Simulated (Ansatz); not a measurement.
Here is the system:

Ti$_{5}$Te$_{4}$:
Space group I4/m (No. 87); a = 10.1900 Å, b = 10.1900 Å, c = 3.7621 Å, α = 90.00°, β = 90.00°, γ = 90.00°

```json
[
 {"atom": "Ti", "site": "2a", "symmetry": "4/m..", "x": "0.0000", "y": "0.0000", "z": "0.0000"},
 {"atom": "Ti", "site": "8h", "symmetry": "m..", "x": "0.3141", "y": "0.3794", "z": "0.0000"},
 {"atom": "Te", "site": "8h", "symmetry": "m..", "x": "0.0602", "y": "0.2778", "z": "0.0000"}
]
```
(The calculation used a cell of 9 atoms; values per cell refer to that cell.)

This is the r²SCAN-relaxed structure.

Problem. All from r²SCAN (plane waves, PAW; program Ansatz), unless another level is named. Estimate the electronic character.

Solution. metallic (no gap).

Problem. What about the formation energy from the elements (no fitted shifts)?

Solution. -0.76 eV/atom.

Problem. And the density of states at the Fermi level?

Solution. 0.65 states/eV per atom (mean over ±0.08 eV).

The first step of the workflow began from a Materials Project structure, measured or hypothetical; the Crystallography Open Database files this formula in space group No. 87, but the cells were not matched. Whether it is the stable phase at ambient conditions was not checked. Symmetry was held in the r²SCAN relaxation; its stability against distortions is not shown here. No spin polarisation was allowed. The references are the lowest solids computed at this level, not always the standard phases. Spin–orbit coupling is left out wherever it is not named.

Potentials: the earlier of the program's two PAW sets.
